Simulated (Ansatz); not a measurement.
Values for one crystal, relaxed and computed with the program Ansatz at the r²SCAN+D4 level (PAW); other levels are named.

```yaml
volume_per_atom: 27.22 Å³
electronic_character: metallic (no gap)
Gap with spin–orbit coupling: none (metallic)
Density of states at the Fermi level: 0.34 states/eV per atom (mean over ±0.08 eV)
Formation energy from the elements (no fitted shifts): 52 kJ/mol-atom
```

Question: Which of these materials gives this?
(A) SiTe, P4/nmm (Si on 2c, Te on 2a)
(B) Bi2LiTe3, P-3m1 (Te on 2d, Bi on 2d, Te on 1a, Li on 1b)
(C) CaC6, P6/mmm (C on 6j, Ca on 1b)
(D) SnC8, P6/mmm (C on 6l, C on 2c, Sn on 1b)

Answer: A, SiTe, P4/nmm (Si on 2c, Te on 2a)

The start of the workflow was typed in or built on a structure type; neither database checked (COD, Materials Project) lists it. Its standing as an ambient phase is unchecked. The cell was relaxed with r²SCAN+D4 under the symmetry of its start; whether a distortion lowers the energy is not shown. Its formation energy is positive at this level, so the cell may be metastable or incomplete. The references are the lowest solids computed at this level, not always the standard phases. Scalar-relativistic: spin–orbit coupling is off unless named, which matters more the heavier the elements.

Potentials: the later of the program's two PAW sets.
